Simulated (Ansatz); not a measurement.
ZrO2:
```
CELL_PARAMETERS angstrom
      0.00000     2.54470     2.54470
      2.54470     0.00000     2.54470
      2.54470     2.54470     0.00000
ATOMIC_POSITIONS crystal
  Zr 0.00000 0.00000 0.00000
  O  0.25000 0.25000 0.25000
  O  0.75000 0.75000 0.75000
```

DFT-r²SCAN in the program Ansatz with PAW potentials gives a gap of 3.89 eV without spin–orbit coupling, maximum at X, minimum at Γ.

Question: What happens when spin–orbit coupling is switched on?

Answer: The gap hardly moves, to 3.89 eV; maximum at X, minimum at Γ.

Question: Give the electron effective mass with spin–orbit coupling, band 1 of 2 at the edge.

Answer: 2.1 along [100], 1.2 along [110], 0.87 along [111] (mₑ).

Question: Give the electron effective mass with spin–orbit coupling, band 2 of 2 at the edge.

Answer: 0.53 along [100], 0.66 along [110], 0.83 along [111] (mₑ).

Question: Give the hole effective mass with spin–orbit coupling.

Answer: 0.28, 3.0, 3.0 mₑ (principal values).

Space group Fm-3m (fluorite). This is a known high-temperature phase of the composition, computed here at zero pressure and temperature. The r²SCAN relaxation kept the symmetry of its start; its stability against distortions is not shown here. No spin polarisation was allowed.

Potentials: the later of the program's two PAW sets.
